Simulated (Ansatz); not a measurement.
The relaxed structure here is a generated cell of VBiO4: the first start was made by a random draw of sites in a space group, and the end was not matched to a known phase here, so it may be hypothetical. Known forms of VBiO4 include space group No. 88.

One starting cell of VBiO$_{4}$ (a randomly generated symmetric cell of VBiO4 (space group No. 22)) was relaxed twice with Ansatz (plane waves, PAW, scalar-relativistic): with r2SCAN at 500 eV and with PBE at 420 eV. The r2SCAN result:

```cif
data_BiO4V
_chemical_formula_sum 'Bi1 O4 V1'
_space_group_name_H-M_alt 'P 1'
_space_group_IT_number 1
_cell_length_a 5.06651
_cell_length_b 5.06651
_cell_length_c 5.06651
_cell_angle_alpha 96.323
_cell_angle_beta 96.323
_cell_angle_gamma 141.238
loop_
_space_group_symop_operation_xyz
  'x, y, z'
loop_
_atom_site_label
_atom_site_type_symbol
_atom_site_fract_x
_atom_site_fract_y
_atom_site_fract_z
_atom_site_occupancy
Bi1 Bi 0.25000 0.75000 0.50000 1
O1 O 0.03361 0.25891 0.77470 1
O2 O 0.48421 0.25891 0.22530 1
O3 O 0.74109 0.51579 0.77470 1
O4 O 0.74109 0.96639 0.22530 1
V1 V 0.50000 0.50000 0.00000 1
```

```tsv
quantity	r2SCAN	PBE
space group	I-4m2	I-4m2
volume (Å³/atom)	12.80	…
a (Å)	6.759	…
c (Å)	3.363	…
gap (eV, no spin-orbit coupling)	1.63	…
```

Problem. What does PBE give for the same quantities?

Solution. 
- volume (Å³/atom), PBE: 13.21
- a (Å), PBE: 6.822
- c (Å), PBE: 3.405
- gap (eV, no spin-orbit coupling), PBE: 1.24

Both levels end in the same structure; PBE's volume is 3.2 % larger; its gap is 0.39 eV smaller. Neither column is exact.

No spin polarisation in the result. No Hubbard U is applied. Without spin-orbit coupling the bands of the heavy element are not split, so the gap can be far off.

The run could not lose the symmetry of its start, so the end can be a saddle point.

Ansatz is a program for electronic structure.
